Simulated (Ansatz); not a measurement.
## Ti: frozen-core PAW against all-electron methods

```
Ti
1.0
     0.00000    2.03000    2.07060
     2.03000    0.00000    2.07060
     2.03000    2.03000    0.00000
Ti
1
Cartesian
  0.0000 0.0000 0.0000
```

The cell comes from COD entry 1534878, which wasn't checked; take it as a given geometry. The listed cell was then made from it by scaling, straining or moving an atom.

All numbers are computed: DFT, LDA, PAW with Ansatz's default frozen-core files, scalar-relativistic (Ansatz 0.2.0); DFT, LDA, all-electron PAW with datasets made for the crystal, scalar-relativistic (Ansatz 0.2.0); DFT, LDA, all-electron LAPW, scalar-relativistic (Ansatz 0.2.0).

For PAW: a Γ-centred 14×14×14 k mesh, Fermi–Dirac smearing of 0.05 eV, cutoff 420 eV, no spin polarisation; the PAW files were made with PBE, and the program remakes their frozen cores for this functional. The crystal-made all-electron datasets (AE datasets) take a cutoff of 260 eV at this cell. LAPW targets a basis error of 0.25 meV/atom. The Ansatz runs share mesh, smearing and spin set-up. Plane-wave (PAW) pressures include the program's estimate of the Pulay term.

Stress and pressure are positive in compression.

```
       quantity    PAW  AE datasets   LAPW
 pressure (GPa)  -6.88        -6.87  -6.87
stress xx (GPa)  -6.71        -6.70  -6.71
stress zz (GPa)  -7.22        -7.21  -7.21
```

PAW's pressure differs from the LAPW value by about 0.01 GPa or less.
